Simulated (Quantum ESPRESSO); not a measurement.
## ZnMg2CaO4 (input and log of a self-consistent run)

Computed values, not a measurement. The program is pw.x of Quantum ESPRESSO 7.5 (plane-wave density functional theory). The cell is made up: 8 atoms on a rocksalt lattice, with randomly drawn elements, strain and displacements, not relaxed. PseudoDojo standard norm-conserving files (v0.5 for PBE, v0.4.1 for LDA and PBEsol) set the functional; there is no spin polarisation, spin-orbit coupling or dispersion term, and the masses in the input are unused placeholders.

Input:

```
&control calculation='scf', pseudo_dir='./dojo.nc.sr.pbe.v0_5.standard.upf', outdir='./o', disk_io='low', tprnfor=.true., tstress=.true. /
&system ibrav=0, nat=8, ntyp=4, nbnd=43, ecutwfc=84.00895049, nosym=.true., tot_charge=0,
 occupations='smearing', smearing='fd', degauss=0.0018374661
/
&electrons conv_thr=7.350e-09, electron_maxstep=60, /
ATOMIC_SPECIES
Ca 1.0 Ca.upf
Mg 1.0 Mg.upf
O 1.0 O.upf
Zn 1.0 Zn.upf
CELL_PARAMETERS angstrom
4.2661 0.0062 -0.0189
0.0062 4.3577 0.0221
-0.0189 0.0221 4.4147
ATOMIC_POSITIONS angstrom
Zn 0.027 0.1239 0.0431
Mg -0.1012 2.2207 2.1428
Ca 2.1805 -0.0045 2.2247
Mg 2.1492 2.1885 -0.0486
O 2.0622 0.0591 0.0576
O 2.0974 2.1526 2.1704
O 4.1981 0.1126 2.317
O 4.1528 2.1905 0.1276
K_POINTS automatic
4 4 4 1 1 1
```

The log is shortened where brackets say so; the opening notice, blank lines, dates and the lines on written files are dropped, and the path of the files is cut. It prints rydbergs, bohrs and kilobars, and counts compression as positive stress.

```
     Program PWSCF v.7.5
     Parallel version (MPI & OpenMP), running on       4 processor cores
     Number of MPI processes:                 4
     Threads/MPI process:                     1
     [start-up lines left out]
     bravais-lattice index     =            0
     lattice parameter (alat)  =       8.0618  a.u.
     unit-cell volume          =     553.8166 (a.u.)^3
     number of atoms/cell      =            8
     number of atomic types    =            4
     number of electrons       =        74.00
     number of Kohn-Sham states=           43
     kinetic-energy cutoff     =      84.0090  Ry
     charge density cutoff     =     336.0358  Ry
     scf convergence threshold =      7.3E-09
     mixing beta               =       0.7000
     number of iterations used =            8  plain     mixing
     Exchange-correlation= PBE
                           (   1   4   3   4   0   0   0)
     [axes and pseudopotential details left out]
   Cartesian axes
     site n.     atom                  positions (alat units)
         1        Zn     tau(   1) = (   0.0063289   0.0290426   0.0101028  )
         2        Mg     tau(   2) = (  -0.0237216   0.5205400   0.5022800  )
         3        Ca     tau(   3) = (   0.5111170  -0.0010548   0.5214777  )
         4        Mg     tau(   4) = (   0.5037802   0.5129922  -0.0113920  )
         5        O      tau(   5) = (   0.4833871   0.0138533   0.0135016  )
         6        O      tau(   6) = (   0.4916381   0.5045772   0.5087495  )
         7        O      tau(   7) = (   0.9840497   0.0263938   0.5431131  )
         8        O      tau(   8) = (   0.9734312   0.5134611   0.0299099  )
     number of k points=    32  Fermi-Dirac smearing, width (Ry)=  0.0018
                       cart. coord. in units 2pi/alat
        k(    1) = (   0.1253595   0.1215832   0.1207218), wk =   0.0625000
        k(    2) = (   0.1264316   0.1203564   0.3623201), wk =   0.0625000
     [further k points left out]
     Dense  grid:    57603 G-vectors     FFT dimensions: (  48,  50,  50)
     Estimated max dynamical RAM per process >     116.61 MB
     Estimated total dynamical RAM >     424.24 MB
     Initial potential from superposition of free atoms
     starting charge      73.9933, renormalised to      74.0000
     Starting wfcs are   41 randomized atomic wfcs +    2 random wfcs
     total cpu time spent up to now is        3.2 secs
     per-process dynamical memory:    83.5 Mb
     Self-consistent Calculation
     iteration #  1     ecut=    84.01 Ry     beta= 0.70
     Davidson diagonalization with overlap
     ethr =  1.00E-02,  avg # of iterations =  6.0
     total cpu time spent up to now is        8.3 secs
     total energy              =    -865.16286189 Ry
     estimated scf accuracy    <       1.91745782 Ry
     iteration #  2     ecut=    84.01 Ry     beta= 0.70
     Davidson diagonalization with overlap
     ethr =  2.59E-03,  avg # of iterations =  3.8
     total cpu time spent up to now is       12.7 secs
     total energy              =    -865.59702466 Ry
     estimated scf accuracy    <       2.32901216 Ry
     iteration #  3     ecut=    84.01 Ry     beta= 0.70
     Davidson diagonalization with overlap
     ethr =  2.59E-03,  avg # of iterations =  2.9
     total cpu time spent up to now is       17.1 secs
     total energy              =    -866.04204291 Ry
     estimated scf accuracy    <       0.02065996 Ry
     iteration #  4     ecut=    84.01 Ry     beta= 0.70
     Davidson diagonalization with overlap
     ethr =  2.79E-05,  avg # of iterations =  6.9
     total cpu time spent up to now is       23.4 secs
     total energy              =    -866.05214696 Ry
     estimated scf accuracy    <       0.02361489 Ry
     iteration #  5     ecut=    84.01 Ry     beta= 0.70
     Davidson diagonalization with overlap
     ethr =  2.79E-05,  avg # of iterations =  2.0
     total cpu time spent up to now is       28.7 secs
     total energy              =    -866.05566838 Ry
     estimated scf accuracy    <       0.00210870 Ry
     [iterations 6 to 7 left out]
     iteration #  8     ecut=    84.01 Ry     beta= 0.70
     Davidson diagonalization with overlap
     ethr =  5.14E-08,  avg # of iterations =  2.0
     total cpu time spent up to now is       42.0 secs
     total energy              =    -866.05612838 Ry
     estimated scf accuracy    <       0.00000574 Ry
     iteration #  9     ecut=    84.01 Ry     beta= 0.70
     Davidson diagonalization with overlap
     ethr =  7.75E-09,  avg # of iterations =  2.9
     total cpu time spent up to now is       45.8 secs
     total energy              =    -866.05612959 Ry
     estimated scf accuracy    <       0.00000013 Ry
     iteration # 10     ecut=    84.01 Ry     beta= 0.70
     Davidson diagonalization with overlap
     ethr =  1.73E-10,  avg # of iterations =  4.5
     total cpu time spent up to now is       51.1 secs
     total energy              =    -866.05612964 Ry
     estimated scf accuracy    <       0.00000013 Ry
     iteration # 11     ecut=    84.01 Ry     beta= 0.70
     Davidson diagonalization with overlap
     ethr =  1.71E-10,  avg # of iterations =  2.0
     total cpu time spent up to now is       54.6 secs
     total energy              =    -866.05612965 Ry
     estimated scf accuracy    <       0.00000002 Ry
     iteration # 12     ecut=    84.01 Ry     beta= 0.70
     Davidson diagonalization with overlap
     ethr =  3.09E-11,  avg # of iterations =  3.9
     total cpu time spent up to now is       58.7 secs
     End of self-consistent calculation
     [lines on levels left out]
!    total energy              =    -866.05612965 Ry
     estimated scf accuracy    <          7.3E-10 Ry
     smearing contrib. (-TS)   =       0.00000000 Ry
     internal energy E=F+TS    =    -866.05612965 Ry
     The total energy is F=E-TS. E is the sum of the following terms:
     one-electron contribution =    -483.05408010 Ry
     hartree contribution      =     270.54388511 Ry
     xc contribution           =    -125.85490192 Ry
     ewald contribution        =    -527.69103274 Ry
     convergence has been achieved in  12 iterations
     Forces acting on atoms (cartesian axes, Ry/au):
     atom    1 type  4   force =    -0.00664057   -0.01516639   -0.00544247
     atom    2 type  2   force =     0.03028856   -0.00506682    0.02549969
     atom    3 type  1   force =    -0.08731888   -0.00521820    0.00757549
     atom    4 type  2   force =    -0.02897222    0.00233168    0.01665958
     atom    5 type  3   force =     0.00758412   -0.01272032   -0.02461712
     atom    6 type  3   force =    -0.01177267    0.03228382    0.02165659
     atom    7 type  3   force =     0.06973434   -0.01537308   -0.00403696
     atom    8 type  3   force =     0.02709732    0.01892931   -0.03729479
     Total force =     0.144232     Total SCF correction =     0.000094
     Computing stress (Cartesian axis) and pressure
          total   stress  (Ry/bohr**3)                   (kbar)     P=      140.73
   0.00131054  -0.00000692   0.00007437          192.79       -1.02       10.94
  -0.00000692   0.00083793  -0.00007242           -1.02      123.26      -10.65
   0.00007437  -0.00007242   0.00072156           10.94      -10.65      106.14
     init_run     :      2.93s CPU      3.01s WALL (       1 calls)
     electrons    :     55.24s CPU     55.53s WALL (       1 calls)
     forces       :      0.54s CPU      0.54s WALL (       1 calls)
     stress       :      1.84s CPU      1.84s WALL (       1 calls)
     [timing details left out]
     PWSCF        :   1m 0.77s CPU   1m 1.19s WALL
     JOB DONE.
```

In other units: free energy -11783.294 eV for the cell, pressure 14.07 GPa, largest force component 2.245 eV/Å. A rerun of a related cell, with the same atoms placed differently, at 1437 eV and a 6 x 6 x 6 mesh moved values by no more than 0.002 eV in energy, 0.05 GPa in stress and 0.005 eV/Å in force.